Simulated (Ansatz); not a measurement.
The cell below belongs to a search over invented structures; it isn't taken from experiment.

Input and command of a plane-wave DFT calculation in Ansatz:

```yaml
crystal:
  lattice:
    - [6.1061694814, -1.4740011839, -0.0207982533]
    - [6.1061694814, 1.4740011839, -0.0207982533]
    - [-2.1447309198, 0.0, 5.6220856897]
  atoms:
    - { symbol: Ge, position: [0.7141017555, 0.7141017555, 0.786992312] }
    - { symbol: Ge, position: [0.9941982221, 0.9941982221, 0.9784534599] }
    - { symbol: Sb, position: [0.2921228062, 0.2921228062, 0.4281329195] }
    - { symbol: O, position: [0.142700286, 0.142700286, 0.8778450985] }
    - { symbol: O, position: [0.8542518327, 0.8542518327, 0.0331219167] }
    - { symbol: O, position: [0.4402409557, 0.4402409557, 0.727410104] }
    - { symbol: O, position: [0.5623851417, 0.5623851417, 0.1680461291] }
basis:
  ecutwfc: 500
kpoints:
  mp_grid: { grid: [12, 12, 6] }
hamiltonian:
  xc: r2scan
scf:
  occupations: { method: gaussian, width: 0.1 }
output:
  forces: true
  stress: true
  eigenvalues: true
```

```bash
ansatz run input.yaml --threads 1 --pin off --max-ram 2560MiB --backend cpu --events-out ev --progress --plain --runs-dir out
```

Processor: Intel(R) Xeon(R) Processor @ 2.50GHz (Skylake/Cascade Lake), 1 thread, on a host shared with other jobs.

Q: Estimate time, memory and problem size.

A: About 5.2 min, peak memory 1.2 GiB. It solves 41 bands at 242 k points (after reduction by symmetry) with about 2575 plane waves, in 9 SCF iterations.
